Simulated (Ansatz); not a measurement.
# Relaxing a structure of Ta

The start is a generated cell, Ta built in the hcp structure type. Cell shape, volume and atoms are optimised at zero target pressure with PBEsol (plane waves to 420 eV, PAW, scalar-relativistic; Ansatz, a quantum-chemistry and plane-wave program). First-step values are on the input's coarse k-mesh.

Ansatz input (later rounds restart from its end on a renewed k-mesh):
Ansatz 0.2 input:
```yaml
crystal:
  lattice:
    - [2.9545541, 0, 0]
    - [-1.477277, 2.5587189, 0]
    - [0, 0, 4.796996]
  atoms:
    - { symbol: Ta, position: [0.33333333, 0.66666667, 0.25] }
    - { symbol: Ta, position: [0.66666667, 0.33333333, 0.75] }
basis: { ecutwfc: 420, ecutrho_ratio: 4, xc_grid: 2, fft_grid_basis: typed }
kpoints: { mp_grid: { grid: [13, 13, 7] } }
hamiltonian:
  xc: pbesol
  dispersion: none
  pseudopotentials: { azcp: { folder: ./paw }, kind: paw }
scf: { occupations: { method: fermi_dirac, width: 0.05 } }
relax: { f_tol: 0.01, max_steps: 100, cell: { stress_tol: 0.02 } }
output: { forces: true, stress: true }
```

How much energy is released per atom?

0.05 eV/atom.

How do the shortest distances between atoms change?

The closest pairs of elements (up to four, under 3.6 Å), start → end: Ta–Ta 2.94 → 2.87 Å.

What does it relax into? Give the structure.


Space group P6₃/mmc (No. 194); a = b = 2.866 Å, c = 5.092 Å, α = β = 90.00°, γ = 120.00°

| atom | site | symmetry | x | y | z |
|---|---|---|---|---|---|
| Ta | 2c | -6m2 | 0.3333 | 0.6667 | 0.2500 |

The space group stays P6₃/mmc (No. 194) (the run could not lower it); the end is hcp (Mg type), with 2 atoms in the primitive cell. Final values are on a 19×19×9 k-mesh of the relaxed cell. No spin polarisation in the result.

The run could not lose the symmetry of its start: the end is stationary, and may be a saddle point rather than a minimum.

All atoms sit on sites fixed by symmetry, so only the cell could relax.

The relaxed structure here is a generated cell of Ta: the first start was made by placing the elements on the sites of a structure type, and the end was not matched to a known phase here, so it may be hypothetical. Known forms of Ta include space group No. 229.
